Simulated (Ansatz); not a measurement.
TiAl (CuAu type, space group P4/mmm)

```
CELL_PARAMETERS angstrom
      2.81297     0.00000     0.00000
      0.00000     2.81297     0.00000
      0.00000     0.00000     4.05847
ATOMIC_POSITIONS crystal
  Al 0.50000 0.50000 0.50000
  Ti 0.00000 0.00000 0.00000
```

Scan: atom 2 (Ti, nearest neighbour Ti at 2.813 Å; its periodic images, 2.8 Å or more away, move with it) is displaced along Cartesian z, direction (0.000, 0.000, 1.000) in Cartesian axes, by s. The other atoms stay.

Level of theory: r2SCAN (plane waves to 500 eV, PAW, scalar-relativistic; Ansatz, a program for electronic structure). k mesh 13×13×9 (Γ-centred), Fermi-Dirac smearing 0.05 eV. Energies are smeared free energies. With partly filled bands, energies and forces of such displacements shift with the k mesh and the smearing. TiAl is run without spin polarisation. TiAl was relaxed with its symmetry unable to fall. ΔE is measured from the undisplaced structure.

Problem. What ΔE (meV/cell) does the calculation give at s (Å) = -0.224, -0.168, -0.112, -0.056, 0.112, 0.280?

Solution. 
| s (Å) | ΔE (meV/cell) |
|---|---|
| -0.224 | 159 |
| -0.168 | 88 |
| -0.112 | 39 |
| -0.056 | 10 |
| 0.112 | 39 |
| 0.280 | 253 |

(A displaced cell: forces are minus the slopes of the energy, force constants its curvatures, and phonons follow from these.)
